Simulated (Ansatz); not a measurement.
Input file for Ansatz (a program for electronic structure):

Ansatz 0.2 input:
```yaml
crystal:
  lattice:
    - [5.5089976301, 0.0, 0.0]
    - [0.0, 5.5089976301, 0.0]
    - [0.0, 0.0, 5.5089976301]
  atoms:
    - { symbol: V, position: [0.0, 0.0, 0.0] }
    - { symbol: Cu, position: [0.0, 0.5, 0.0] }
    - { symbol: Cu, position: [0.5, 0.0, 0.0] }
    - { symbol: Cu, position: [0.0, 0.0, 0.5] }
    - { symbol: Se, position: [0.2460461281, 0.2460461281, 0.2460461281] }
    - { symbol: Se, position: [0.2460461281, 0.7539538719, 0.7539538719] }
    - { symbol: Se, position: [0.7539538719, 0.7539538719, 0.2460461281] }
    - { symbol: Se, position: [0.7539538719, 0.2460461281, 0.7539538719] }
kpoints:
  mp_grid: { grid: [5, 5, 5] }
basis: { xc_grid: 2 }
hamiltonian:
  xc: pbesol
  pseudopotentials: { kind: paw }
scf:
  occupations: { method: fixed }
output:
  optics: { e_range: [0.0, 15.0], de: 0.05, sigma: 0.1, bands: { spectra_wanted_up_to: 12 eV } }
```

Output (shortened):

```
output.optics: the spectra are integrated over the Brillouin zone by k·p interpolation around the k-points, where levels, occupations, output.optics.sigma and …
Pseudopotential: V, paw, valence charge 13
Pseudopotential: Cu, paw, valence charge 19
Pseudopotential: Se, paw, valence charge 16
Functional definition: PBEsol
Crystal: 8 atoms, lattice volume = 167.193 Å³
Basis set: ecut = 420 eV, 3239 PW (Γ), exchange–correlation on 80×80×80 points (8 copies of the dense FFT grid, shifted against one another)
Bands: 81, of which v1, the nominal top of the filled ones, is band 67 counted from 1 (66 counted from 0)
Symmetry: 24 space group operations
Space group: P-43m (ITA 215), of the structure as read, at distance tolerance 5.5e-5 Å
k-points: 10 of 125 (time reversal used)
SCF iter   1: F=—  HF=-44352.148190 eV  |F-HF|=—  |Δ(HF+E_count)|=         —  Δρ=9.78e-3  dr2=9.22e-2  ethr=1.77e-3  ⟨swp⟩=4.0  Hψ=2462  notcnv=0  defer=99
preconditioner: auto → Resta (q_TF=auto, 2.629 Å⁻¹)
SCF iter   2: F=—  HF=-44352.147449 eV  |F-HF|=—  |Δ(HF+E_count)|=   7.41e-4  Δρ=8.97e-3  dr2=9.26e-2  ethr=6.88e-5  ⟨swp⟩=2.5  Hψ=1644  notcnv=0  defer=119
SCF iter   3: F=—  HF=-44352.130381 eV  |F-HF|=—  |Δ(HF+E_count)|=   1.71e-2  Δρ=4.45e-3  dr2=4.35e-2  ethr=6.88e-5  ⟨swp⟩=2.0  Hψ=1004  notcnv=0  defer=118
SCF iter   4: F=—  HF=-44352.127724 eV  |F-HF|=—  |Δ(HF+E_count)|=   2.66e-3  Δρ=1.27e-3  dr2=2.44e-3  ethr=3.25e-5  ⟨swp⟩=2.0  Hψ=755  notcnv=0  defer=120
SCF iter   5: F=—  HF=-44352.127564 eV  |F-HF|=—  |Δ(HF+E_count)|=   1.60e-4  Δρ=3.93e-4  dr2=3.53e-4  ethr=1.82e-6  ⟨swp⟩=2.0  Hψ=1011  notcnv=0  defer=120
SCF iter   6: F=—  HF=-44352.127648 eV  |F-HF|=—  |Δ(HF+E_count)|=   8.39e-5  Δρ=1.99e-4  dr2=6.52e-5  ethr=2.63e-7  ⟨swp⟩=2.0  Hψ=1030  notcnv=0  defer=89
SCF iter   7: F=—  HF=-44352.127682 eV  |F-HF|=—  |Δ(HF+E_count)|=   3.47e-5  Δρ=4.52e-5  dr2=4.74e-6  ethr=4.87e-8  ⟨swp⟩=2.0  Hψ=1067  notcnv=0  defer=89
SCF iter   8: F=—  HF=-44352.127677 eV  |F-HF|=—  |Δ(HF+E_count)|=   4.79e-6  Δρ=5.19e-5  dr2=4.59e-6  ethr=3.53e-9  ⟨swp⟩=2.0  Hψ=1077  notcnv=0  defer=89
SCF iter  14: F=-44352.127677 eV  HF=-44352.127677 eV  |F-HF|=2.18e-11  |Δ(HF+E_count)|=  1.46e-11  Δρ=4.48e-8  dr2=3.63e-12  ethr=1.00e-12  ⟨swp⟩=8.4  Hψ=3082  notcnv=0
SCF 1 converged in 14 iterations: F = -44352.127677 eV  dr2 = 3.63e-12
NSCF: frozen V_eff on 10 k-points
Optics k sum: 0 of 10 k-points
Optics k sum: 1 of 10 k-points
Optics k sum: 2 of 10 k-points
Optics k sum: 3 of 10 k-points
Optics k sum: 4 of 10 k-points
Optics k sum: 5 of 10 k-points
Optics k sum: 6 of 10 k-points
Optics k sum: 7 of 10 k-points
Optics k sum: 8 of 10 k-points
Optics k sum: 9 of 10 k-points
Optics k sum: 10 of 10 k-points
Optics k sum: 0 of 10 k-points
Optics k sum: 1 of 10 k-points
Optics k sum: 2 of 10 k-points
Optics k sum: 3 of 10 k-points
Optics k sum: 4 of 10 k-points
Optics k sum: 5 of 10 k-points
Optics k sum: 6 of 10 k-points
Optics k sum: 7 of 10 k-points
Optics k sum: 8 of 10 k-points
Optics k sum: 9 of 10 k-points
Optics k sum: 10 of 10 k-points
NSCF: frozen V_eff on 1 k-points
NSCF: frozen V_eff on 1 k-points
NSCF: frozen V_eff on 1 k-points
output.optics: what the bands over the 113 summed would add to eps1, eps2 and the energy-loss function is held between a lower and an upper bound (8 Lanczos …
SCF converged after 14 iterations
Free energy (F): -44352.127677 eV
Harris-Foulkes:  -44352.127677 eV  (|F-HF|=2.18e-11)
Internal energy: -44352.127677 eV  (E = F + TS)
E sigma→0 (E₀):  -44352.127677 eV
Fermi energy:    8.746537 eV
--- Per-component energies (eV) ---
  E_band       = -3258.205109
  E_kinetic    = 1712.036105
  E_local      = -29405.698893  (includes V_loc(G=0)·N_el)
  E_nonlocal   = -1228.583454
  E_hartree    = 13627.700412
  E_xc         = -808.970096
  E_vxc        = -902.235657  (∫ρ·V_xc dr)
  E_paw        = -13445.059753  (= ΣΔE_a)
  E_vpaw       = -689.122999  (= ΣTr[D̂ρ^β])
  E_aug_tail   = -0.001167  (compensation charges beyond the density's cutoff)
  E_ewald      = -14808.352918
  E_core_change = 4.802087  (= ΣΔE_core)
  E_smearing   =  0.000000  (= −TS)
  E_closure    =  0.000000  (closes the sum)
  Σ components = -44352.127677   (vs F -44352.127677, Δ=0.00e0)
  [band-id]    e_kinetic+e_local+e_nonlocal+2·e_hartree+e_vxc+e_vpaw+e_augmentation_tail = -3258.205240   (vs E_band -3258.205109, Δ=-1.31e-4)
--- Band table (eV; the first three rows and the last of 10) ---
  k-point 0: bands = ["-103.1805", "-103.1804", "-103.1804", "-60.7551", "-60.7551", "-60.7551", "-60.6954", "-60.6954", "-60.6954", "-60.6954", "-60.6954", "-60.6954", "-55.3734", "-38.7448", "-38.7448", "-38.7444", "-38.7444", "-38.7444", "-38.7440", …
  k-point 1: bands = ["-103.1805", "-103.1805", "-103.1805", "-60.7551", "-60.7551", "-60.7551", "-60.6954", "-60.6954", "-60.6954", "-60.6954", "-60.6954", "-60.6954", "-55.3734", "-38.7448", "-38.7447", "-38.7444", "-38.7443", "-38.7443", "-38.7441", …
  k-point 2: bands = ["-103.1805", "-103.1805", "-103.1805", "-60.7552", "-60.7551", "-60.7551", "-60.6954", "-60.6954", "-60.6954", "-60.6954", "-60.6954", "-60.6954", "-55.3733", "-38.7446", "-38.7446", "-38.7445", "-38.7443", "-38.7443", "-38.7443", …
  k-point 9: bands = ["-103.1805", "-103.1805", "-103.1805", "-60.7554", "-60.7550", "-60.7550", "-60.6955", "-60.6955", "-60.6955", "-60.6953", "-60.6953", "-60.6953", "-55.3732", "-38.7445", "-38.7445", "-38.7444", "-38.7444", "-38.7444", "-38.7444", …
```

Cost: roughly 3 core-minutes on shared cores.

The first step of the workflow began from a Materials Project structure, measured or hypothetical; the Crystallography Open Database copy checked does not list it. Whether it is the stable phase at ambient conditions was not checked. The PBEsol relaxation kept the symmetry of its start; its stability against distortions is not shown here. No spin polarisation was allowed. Spin–orbit coupling is left out wherever it is not named.

Potentials: the later of the program's two PAW sets.

Ansatz is a plane-wave DFT program.
